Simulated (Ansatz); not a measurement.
## A vibration from a frozen displacement in InSb₃

These are results of Ansatz, DFT PBE, scalar-relativistic, plane waves, PAW, not measurements. Settings: plane waves to 420 eV, k-mesh 10×10×10 (Γ-centred), Gaussian smearing 0.15 eV. Spin–orbit coupling is left out, which matters for the heavy elements here. No spin polarisation. Energies are free energies at this smearing, counted from the undisturbed cell; pressure is positive in compression.

The undisturbed cell (relaxed at this level; it needn't be the usual structure):

```
In Sb
1.0
     4.81384    0.00000    0.00000
     0.00000    4.81384    0.00000
     0.00000    0.00000    4.81384
In Sb
1 3
Direct
  0.00000 0.00000 0.00000
  0.50000 0.00000 0.50000
  0.00000 0.50000 0.50000
  0.50000 0.50000 0.00000
```

Atom 1 (In) is moved by x along the Cartesian unit vector (0.577, 0.577, 0.577); the cell and all other atoms stay fixed. The cell's volume is 111.55 Å³; the moved atoms weigh 114.818 u together and the others 365.280 u.

| x (Å) | ΔE (meV/cell) | total force on the moved atoms along the move (eV/Å) | pressure (GPa) |
| --- | --- | --- | --- |
| -0.1000 | 6.79 | 0.1374 | 0.0568 |
| -0.0500 | 1.68 | 0.0675 | 0.0175 |
| 0.0000 | 0.00 | 0.0000 | 0.0045 |
| 0.0750 | 3.80 | -0.1020 | 0.0339 |

Problem. What frequency belongs to this motion?

Solution. The force constant is k = −dF/dx = 1.355 eV/Å², from the parabola through x = -0.0500, 0 and 0.0750. In every cell the moved atoms swing against the rest, so the mass is μ = m₁m₂/(m₁ + m₂) = 87.359 u, and ν̃ = 521.5 cm⁻¹ × √(|k|/μ) = 65 cm⁻¹. The pattern needn't be a normal mode: ν̃² is then a weighted mean of the squared nonzero frequencies at the zone centre of this cell, so it lies between the lowest and the highest of them.

Problem. How far does the harmonic law reach?

Solution. At x = -0.100 Å, kx²/2 = 6.77 meV against the computed 6.79 meV (+0.2 %): the well is still close to harmonic there.

In a metal these slopes depend on the k mesh and the smearing.

Cost: 4 runs of about 3.4 core-minutes in all, on Intel Xeon Processor @ 2.50GHz (Skylake/Cascade Lake) (shared hosts).